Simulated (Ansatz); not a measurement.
Input for Ansatz (plane-wave DFT, PAW):

```yaml
crystal:
  lattice:
    - [-4.5563488277, 4.5563488277, 4.5563488277]
    - [4.5563488277, -4.5563488277, 4.5563488277]
    - [4.5563488277, 4.5563488277, -4.5563488277]
  atoms:
    - { symbol: Si, position: [0.5, 0.25, 0.75] }
    - { symbol: Si, position: [0.5, 0.75, 0.25] }
    - { symbol: Si, position: [0.25, 0.75, 0.5] }
    - { symbol: Si, position: [0.75, 0.25, 0.5] }
    - { symbol: Si, position: [0.25, 0.5, 0.75] }
    - { symbol: Si, position: [0.75, 0.5, 0.25] }
    - { symbol: O, position: [0.3535510481, 0.0, 0.6464489519] }
    - { symbol: O, position: [0.6464489519, 0.6464489519, 0.2928979038] }
    - { symbol: O, position: [0.3535510481, 0.6464489519, 0.0] }
    - { symbol: O, position: [0.3535510481, 0.7071020962, 0.3535510481] }
    - { symbol: O, position: [0.6464489519, 0.2928979038, 0.6464489519] }
    - { symbol: O, position: [0.0, 0.3535510481, 0.6464489519] }
    - { symbol: O, position: [0.7071020962, 0.3535510481, 0.3535510481] }
    - { symbol: O, position: [0.6464489519, 0.3535510481, 0.0] }
    - { symbol: O, position: [0.0, 0.6464489519, 0.3535510481] }
    - { symbol: O, position: [0.2928979038, 0.6464489519, 0.6464489519] }
    - { symbol: O, position: [0.3535510481, 0.3535510481, 0.7071020962] }
    - { symbol: O, position: [0.6464489519, 0.0, 0.3535510481] }
basis:
  ecutwfc: 500
kpoints:
  mp_grid: { grid: [4, 4, 4] }
hamiltonian:
  xc: r2scan
scf:
  occupations: { method: gaussian, width: 0.02 }
output:
  forces: true
  stress: true
  eigenvalues: true
relax:
  adjacent_minimum: "off"
  f_tol: 0.01
  max_steps: 30
```

Run as
```bash
ansatz run input.yaml --threads 4 --pin off --max-ram 10240MiB --backend cpu --events-out ev --progress --plain --runs-dir out
```

All numbers below come from DFT r2SCAN, scalar-relativistic, plane waves, PAW (Ansatz 0.2.0).

Part of what the program printed, abridged (iterations and final results):

```
SCF iter   1: F=—  HF=-10679.330310 eV  |F-HF|=—  |Δ(HF+E_count)|=         —  Δρ=5.54e-3  dr2=1.15e-1  dr2_τ=1.39e0  ethr=1.77e-3  ⟨swp⟩=7.8  Hψ=2766  notcnv=0  defer=12
SCF iter   2: F=—  HF=-10679.792385 eV  |F-HF|=—  |Δ(HF+E_count)|=   4.62e-1  Δρ=3.54e-3  dr2=2.83e-2  dr2_τ=2.83e-3  ethr=1.20e-4  ⟨swp⟩=3.0  Hψ=1080  notcnv=0  defer=100
SCF iter   3: F=—  HF=-10679.794191 eV  |F-HF|=—  |Δ(HF+E_count)|=   1.81e-3  Δρ=6.47e-4  dr2=1.55e-3  dr2_τ=3.84e-4  ethr=2.95e-5  ⟨swp⟩=3.9  Hψ=814  notcnv=0  defer=100
SCF iter   4: F=—  HF=-10679.794633 eV  |F-HF|=—  |Δ(HF+E_count)|=   4.42e-4  Δρ=1.83e-4  dr2=8.55e-5  dr2_τ=6.16e-6  ethr=1.62e-6  ⟨swp⟩=3.0  Hψ=973  notcnv=0  defer=100
SCF iter   5: F=—  HF=-10679.794621 eV  |F-HF|=—  |Δ(HF+E_count)|=   1.21e-5  Δρ=6.28e-5  dr2=1.41e-5  dr2_τ=6.81e-7  ethr=8.90e-8  ⟨swp⟩=2.0  Hψ=814  notcnv=0  defer=100
SCF iter   6: F=—  HF=-10679.794622 eV  |F-HF|=—  |Δ(HF+E_count)|=   1.32e-6  Δρ=3.01e-5  dr2=3.41e-6  dr2_τ=4.66e-8  ethr=2.60e-9  ⟨swp⟩=17.0  Hψ=3331  notcnv=0
SCF iter   7: F=-10679.794622 eV  HF=-10679.794622 eV  |F-HF|=1.07e-7  |Δ(HF+E_count)|=   7.43e-8  Δρ=8.58e-6  dr2=2.71e-7  dr2_τ=4.62e-9  ethr=2.60e-9  ⟨swp⟩=5.0  Hψ=1961  notcnv=0
SCF 1 converged in 7 iterations: F = -10679.794622 eV  dr2 = 2.71e-7
relax step   1: F+E_penalty+E_count = -10679.79462170 eV  Δ(F+E_penalty+E_count) = +0.000e0 eV  max|allowed force component| = 1.120e-1 eV/Å  Δτ_max = 0.0000 Å  (7 SCF iters, dr2 threshold 2.50e-6 eV, accepted)
Initial density: handed on by an earlier stage of this run
Initial wavefunctions: those handed on with the density
SCF iter   1: F=—  HF=-10679.799414 eV  |F-HF|=—  |Δ(HF+E_count)|=         —  Δρ=3.34e-4  dr2=3.82e-4  dr2_τ=5.01e-3  ethr=3.28e-7  ⟨swp⟩=2.8  Hψ=1812  notcnv=0  defer=97
SCF iter   2: F=—  HF=-10679.799797 eV  |F-HF|=—  |Δ(HF+E_count)|=   3.84e-4  Δρ=1.66e-4  dr2=9.42e-5  dr2_τ=4.18e-6  ethr=3.28e-7  ⟨swp⟩=2.0  Hψ=862  notcnv=0  defer=97
SCF iter   3: F=—  HF=-10679.799765 eV  |F-HF|=—  |Δ(HF+E_count)|=   3.21e-5  Δρ=5.66e-5  dr2=7.54e-6  dr2_τ=1.66e-6  ethr=9.82e-8  ⟨swp⟩=2.0  Hψ=719  notcnv=0  defer=97
SCF iter   4: F=-10679.799764 eV  HF=-10679.799764 eV  |F-HF|=8.51e-9  |Δ(HF+E_count)|=   1.41e-6  Δρ=1.85e-5  dr2=5.37e-7  dr2_τ=5.30e-8  ethr=8.17e-10  ⟨swp⟩=10.4  Hψ=2952  notcnv=0
SCF 2 converged in 4 iterations: F = -10679.799764 eV  dr2 = 5.37e-7
relax step   2: F+E_penalty+E_count = -10679.79976393 eV  Δ(F+E_penalty+E_count) = -5.142e-3 eV  max|allowed force component| = 8.758e-2 eV/Å  Δτ_max = 0.0030 Å  (4 SCF iters, dr2 threshold 7.84e-7 eV, accepted)
SCF iter   1: F=—  HF=-10679.802076 eV  |F-HF|=—  |Δ(HF+E_count)|=         —  Δρ=1.17e-3  dr2=4.56e-3  dr2_τ=6.31e-2  ethr=5.06e-5  ⟨swp⟩=3.9  Hψ=1170  notcnv=0  defer=97
SCF iter   2: F=—  HF=-10679.807962 eV  |F-HF|=—  |Δ(HF+E_count)|=   5.89e-3  Δρ=6.04e-4  dr2=1.27e-3  dr2_τ=4.93e-5  ethr=4.75e-6  ⟨swp⟩=2.0  Hψ=1038  notcnv=0  defer=97
SCF iter   3: F=—  HF=-10679.807550 eV  |F-HF|=—  |Δ(HF+E_count)|=   4.11e-4  Δρ=2.75e-4  dr2=1.83e-4  dr2_τ=3.65e-5  ethr=1.32e-6  ⟨swp⟩=2.0  Hψ=742  notcnv=0  defer=97
SCF iter   4: F=—  HF=-10679.807827 eV  |F-HF|=—  |Δ(HF+E_count)|=   2.76e-4  Δρ=8.31e-5  dr2=1.30e-5  dr2_τ=1.26e-6  ethr=1.91e-7  ⟨swp⟩=2.0  Hψ=719  notcnv=0  defer=97
SCF iter   5: F=—  HF=-10679.807827 eV  |F-HF|=—  |Δ(HF+E_count)|=   6.35e-7  Δρ=2.95e-5  dr2=3.03e-6  dr2_τ=3.10e-7  ethr=1.35e-8  ⟨swp⟩=2.0  Hψ=780  notcnv=0  defer=97
SCF iter   6: F=-10679.807826 eV  HF=-10679.807826 eV  |F-HF|=1.62e-7  |Δ(HF+E_count)|=   8.78e-7  Δρ=8.63e-6  dr2=2.46e-7  dr2_τ=3.81e-9  ethr=4.99e-10  ⟨swp⟩=13.1  Hψ=3081  notcnv=0
SCF 3 converged in 6 iterations: F = -10679.807826 eV  dr2 = 2.46e-7
relax step   3: F+E_penalty+E_count = -10679.80782631 eV  Δ(F+E_penalty+E_count) = -8.062e-3 eV  max|allowed force component| = 4.071e-5 eV/Å  Δτ_max = 0.0108 Å  (6 SCF iters, dr2 threshold 4.79e-7 eV, accepted)
SCF iter   1: F=—  HF=-10679.807826 eV  |F-HF|=—  |Δ(HF+E_count)|=         —  Δρ=8.63e-6  dr2=2.46e-7  dr2_τ=3.79e-9  ethr=2.56e-10  ⟨swp⟩=1.0  Hψ=1280  notcnv=0
SCF iter   2: F=-10679.807826 eV  HF=-10679.807826 eV  |F-HF|=1.91e-8  |Δ(HF+E_count)|=   8.36e-8  Δρ=3.37e-6  dr2=3.80e-8  dr2_τ=1.26e-9  ethr=1.04e-10  ⟨swp⟩=2.9  Hψ=1832  notcnv=0
SCF 4 converged in 2 iterations: F = -10679.807826 eV  dr2 = 3.80e-8
relax step   4: F+E_penalty+E_count = -10679.80782637 eV  Δ(F+E_penalty+E_count) = -5.966e-8 eV  max|allowed force component| = 3.286e-5 eV/Å  Δτ_max = 0.0000 Å  (2 SCF iters, accepted)
SCF iter   1: F=—  HF=-10679.807826 eV  |F-HF|=—  |Δ(HF+E_count)|=         —  Δρ=3.37e-6  dr2=3.79e-8  dr2_τ=1.26e-9  ethr=3.94e-11  ⟨swp⟩=1.0  Hψ=1467  notcnv=0
SCF iter   2: F=-10679.807826 eV  HF=-10679.807826 eV  |F-HF|=8.11e-10  |Δ(HF+E_count)|=   9.22e-9  Δρ=1.40e-6  dr2=6.29e-9  dr2_τ=3.00e-10  ethr=3.94e-11  ⟨swp⟩=4.0  Hψ=1610  notcnv=0
SCF 5 converged in 2 iterations: F = -10679.807826 eV  dr2 = 6.29e-9
SCF converged after 2 iterations
Free energy (F): -10679.807826 eV
Harris-Foulkes:  -10679.807826 eV  (|F-HF|=8.11e-10)
Internal energy: -10679.807826 eV  (E = F + TS)
E sigma→0 (E₀):  -10679.807826 eV
Fermi energy:    1.311727 eV
--- Per-component energies (eV) ---
  E_band       = -854.732931
  E_kinetic    = 2413.141150
  E_local      = -9991.158943  (includes V_loc(G=0)·N_el)
  E_nonlocal   = 701.616133
  E_hartree    = 3988.480515
  E_xc         = -1193.381200
  E_vxc        = -1580.648935  (∫ρ·V_xc dr)
  E_paw        = -5049.506449  (= ΣΔE_a)
  E_vpaw       = -475.331990  (= ΣTr[D̂ρ^β])
  E_aug_tail   = 0.012723  (compensation charges beyond the density's cutoff)
  E_vtau       = 100.677869  (kinetic-family band-sum trace: ∫τ·v_τ [+ j·A + Jᵃ·Aᵃ] dr)
  E_ewald      = -1548.169867
  E_core_change = -0.841889  (= ΣΔE_core)
  E_smearing   =  0.000000  (= −TS)
--- Forces (eV/Å), atoms counted from 1 ---
  atom   1  Si     0.00000000     0.00000000     0.00000000
  atom   2  Si     0.00000000     0.00000000     0.00000000
  atom   3  Si     0.00000000     0.00000000     0.00000000
  atom   4  Si     0.00000000     0.00000000     0.00000000
  atom   5  Si     0.00000000     0.00000000     0.00000000
  atom   6  Si     0.00000000     0.00000000     0.00000000
  atom   7  O     -0.00002657     0.00000000     0.00002657
  atom   8  O     -0.00002657    -0.00002657     0.00000000
  atom   9  O     -0.00002657     0.00002657     0.00000000
  atom  10  O      0.00002657     0.00000000     0.00002657
  atom  11  O     -0.00002657     0.00000000    -0.00002657
  atom  12  O      0.00000000    -0.00002657     0.00002657
  atom  13  O      0.00000000     0.00002657     0.00002657
  atom  14  O      0.00002657    -0.00002657     0.00000000
  atom  15  O      0.00000000     0.00002657    -0.00002657
  atom  16  O      0.00000000    -0.00002657    -0.00002657
  atom  17  O      0.00002657     0.00002657     0.00000000
  atom  18  O      0.00002657     0.00000000    -0.00002657
--- Stress (GPa, compression-positive) ---
       -6.006130       0.000000       0.000000
        0.000000      -6.006130       0.000000
        0.000000       0.000000      -6.006130
  P = ⅓ Tr σ = -6.0061 GPa (-60.061 kbar)
--- Band table (eV; the first three rows and the last of 8) ---
  k-point 0: bands = ["-21.9034", "-21.0469", "-21.0469", "-21.0469", "-20.6735", "-20.6735", "-20.0274", "-20.0274", "-20.0274", "-19.9844", "-19.9844", "-19.9844", "-10.4232", "-10.4232", "-9.4354", "-9.4354", "-9.4354", "-7.4002", "-7.4002", "-7.4002", "-7.2722", "-7.2722", "-7.2722", "-6.5526", "-4.9642", "-4.9642", "-4.5383", "-4.3388", "-4.3388", "-4.3388", "-3.7576", "-3.7576", "-3.7576", "-3.5835", "-3.5835", "-3.2314", "-3.2314", "-3.2314", "-3.2157", "-3.2157", "-3.2157", "-2.6085", "-2.6085", "-2.6085", "-2.0675", "-2.0675", "-2.0675", "-1.7446", "4.3681", "7.1659", "7.3207", "7.3207", "7.3207", "7.7042", "7.7042", "7.7042", "8.2672", "8.2672", "8.6801", "8.6801", "8.6801", "9.142 ...
  k-point 1: bands = ["-21.8306", "-21.2744", "-21.0724", "-21.0484", "-20.6261", "-20.4972", "-20.0496", "-20.0400", "-20.0256", "-19.9863", "-19.9841", "-19.9821", "-10.7258", "-10.4524", "-9.4651", "-9.4071", "-8.9403", "-7.5539", "-7.4113", "-7.3868", "-7.2560", "-7.2282", "-7.1776", "-6.6595", "-4.9778", "-4.9137", "-4.5885", "-4.3729", "-4.3368", "-4.2552", "-3.8851", "-3.7228", "-3.7179", "-3.5983", "-3.5816", "-3.3092", "-3.2867", "-3.2451", "-3.2402", "-3.1952", "-3.1515", "-2.6594", "-2.6334", "-2.5277", "-2.0973", "-2.0872", "-2.0538", "-1.7648", "4.7212", "6.7341", "7.1731", "7.4140", "7.4458", "7.6417", "7.6942", "7.8832", "8.2988", "8.5534", "8.7398", "8.8130", "8.8602", "9.170 ...
  k-point 2: bands = ["-21.6841", "-21.5147", "-21.0941", "-21.0499", "-20.5798", "-20.3761", "-20.0746", "-20.0582", "-20.0235", "-19.9884", "-19.9839", "-19.9799", "-10.9248", "-10.4799", "-9.4936", "-9.3810", "-8.3979", "-7.8578", "-7.4207", "-7.3787", "-7.2415", "-7.1855", "-6.9532", "-6.8905", "-4.9909", "-4.8377", "-4.6605", "-4.4050", "-4.3318", "-4.1510", "-4.0169", "-3.6732", "-3.6601", "-3.6320", "-3.5735", "-3.4035", "-3.3723", "-3.2654", "-3.2534", "-3.1704", "-3.0726", "-2.7127", "-2.6748", "-2.4496", "-2.1204", "-2.1055", "-2.0415", "-1.7908", "5.5091", "5.7630", "7.1388", "7.3975", "7.5485", "7.5910", "8.0962", "8.1968", "8.3937", "8.3942", "8.6986", "9.0003", "9.0256", "9.226 ...
  k-point 7: bands = ["-21.5390", "-21.5390", "-21.0529", "-21.0529", "-21.0529", "-20.1300", "-20.0196", "-20.0196", "-20.0196", "-19.9838", "-19.9838", "-19.9838", "-11.5934", "-9.5572", "-9.5572", "-9.5572", "-7.9945", "-7.9945", "-7.3183", "-7.3183", "-7.3183", "-7.0973", "-7.0973", "-7.0973", "-5.1667", "-4.6234", "-4.6234", "-4.2331", "-4.2331", "-4.2331", "-4.1619", "-3.6396", "-3.6396", "-3.6396", "-3.5365", "-3.5365", "-3.5365", "-3.3236", "-3.3236", "-3.3236", "-2.8885", "-2.8885", "-2.8885", "-2.4043", "-2.4043", "-1.7840", "-1.7840", "-1.7840", "6.3530", "6.3530", "6.4511", "6.9029", "6.9029", "6.9029", "8.3246", "8.3246", "8.3246", "9.3574", "9.3574", "9.3574", "9.5526", "9.5526 ...
--- Relaxed structure (4 steps of the walk, 4 accepted, 0 SCFs on fresh bases) ---
  F+E_penalty+E_count = -10679.80782637 eV   max|allowed force component| = 3.286e-5 eV/Å
  atoms:
    - { symbol: Si, position: [0.49999999, 0.25, 0.75] }
    - { symbol: Si, position: [0.5, 0.75, 0.24999999] }
    - { symbol: Si, position: [0.24999999, 0.75, 0.49999999] }
    - { symbol: Si, position: [0.75, 0.24999999, 0.49999999] }
    - { symbol: Si, position: [0.25, 0.49999999, 0.75] }
    - { symbol: Si, position: [0.75, 0.5, 0.24999999] }
    - { symbol: O, position: [0.35462624, 0.0, 0.64537375] }
    - { symbol: O, position: [0.64537375, 0.64537375, 0.29074751] }
    - { symbol: O, position: [0.35462624, 0.64537375, 0.0] }
    - { symbol: O, position: [0.35462624, 0.70925248, 0.35462624] }
    - { symbol: O, position: [0.64537375, 0.29074751, 0.64537375] }
    - { symbol: O, position: [0.0, 0.35462624, 0.64537375] }
    - { symbol: O, position: [0.70925248, 0.35462624, 0.35462624] }
    - { symbol: O, position: [0.64537375, 0.35462624, 0.0] }
    - { symbol: O, position: [0.0, 0.64537375, 0.35462624] }
    - { symbol: O, position: [0.29074751, 0.64537375, 0.64537375] }
    - { symbol: O, position: [0.35462624, 0.35462624, 0.70925248] }
    - { symbol: O, position: [0.64537375, 0.0, 0.35462624] }
```

The relaxation met its thresholds.

Time: 32 s on 4 threads of Oxide Virtual Turin-like Processor (Zen 5) (shared host), peak memory 1.8 GiB.